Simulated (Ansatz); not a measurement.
One crystal and one scan (frozen-phonon scan) at two levels, PBE (plane waves to 420 eV, PAW, scalar-relativistic; Ansatz, a program for electronic structure) and r2SCAN (plane waves to 500 eV, PAW, scalar-relativistic; Ansatz), each from its own relaxed cell and on its own mesh. The cell shown is that of PBE.

Relaxed ZrC (rock salt):

```
CELL_PARAMETERS angstrom
      0.00000     4.70874     4.70874
      2.35437     0.00000     2.35437
      2.35437     2.35437     0.00000
ATOMIC_POSITIONS crystal
  C  0.00000 0.00000 0.00000
  C  0.50000 0.00000 0.00000
  Zr 0.25000 0.50000 0.50000
  Zr 0.75000 0.50000 0.50000
```

The atoms are displaced by Q × the pattern below (from a DFPT mode at L = (0.5, 0.0, 0.0), largest move 1; Q in Å), at fixed cell. (q is in reciprocal vectors of the primitive cell; the cell shown is doubled to hold the pattern.)

| atom | x | y | z |
|---|---|---|---|
| Zr3 | -0.577 | 0.577 | 0.577 |
| Zr4 | 0.577 | -0.577 | -0.577 |

Atoms not listed stay in place.

ZrC is run without spin polarisation. ZrC was relaxed with its symmetry unable to fall. With partly filled bands, energies and forces of such displacements shift with the k mesh and the smearing. Both scans cover Q from -0.180 to 0.180 Å.

ΔE (meV/cell), each from the undisplaced structure of its own level:

```csv
Q (Å),PBE,r2SCAN
-0.180,1099,1161
-0.150,768,812
-0.120,495,523
-0.090,280,296
-0.060,125,withheld
-0.030,31,33
0.000,0,0
0.030,31,33
0.060,125,withheld
0.090,280,296
0.120,495,523
0.150,768,812
0.180,1099,1161
```

Problem. Estimate the r2SCAN value at -0.060 from the PBE value there and the ratio of the two levels in the two nearest given rows on that side of the minimum.

Solution. At -0.090 and -0.030 the ratio r2SCAN/PBE averages 1.061, which gives 1.061 × 125 = 133 meV/cell. The calculation gives 132 meV/cell, +5.6 % against PBE.

(For displaced atoms, the force is minus the slope of the energy, and its curvature is a force constant, which sets phonon frequencies.)
